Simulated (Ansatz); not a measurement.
In AlRu (CsCl type) the Ru atom of the primitive cell, with all its periodic images, is moved by 0.06 Å along [111].

```
Ru Al
1.0
     3.00000    0.00000    0.00000
     0.00000    3.00000    0.00000
     0.00000    0.00000    3.00000
Ru Al
1 1
Cartesian
  0.0346 0.0346 0.0346
  1.5000 1.5000 1.5000
```

Computed with HSE06, plane waves, PAW datasets (generated soft set 1) in Ansatz 0.2.0 development build.

Cutoff 420 eV; exchange singularity: Wigner-Seitz; k-mesh 4×4×4 Γ-centred; Fermi–Dirac smearing of 0.1 eV; no spin polarisation.

(1) What force results?

Answers

(1) The force on it along the displacement is -0.4198 eV/Å, a force constant of 7.00 eV/Å². The cell stands under a pressure of -8.5 GPa, which shifts the constant from its value at the relaxed volume.

```csv
atom,Fx (eV/Å),Fy (eV/Å),Fz (eV/Å)
Ru1,-0.2424,-0.2424,-0.2424
Al2,0.2425,0.2425,0.2425
```

The k-mesh is coarse, so these values belong to this mesh and can lie far from the converged ones.
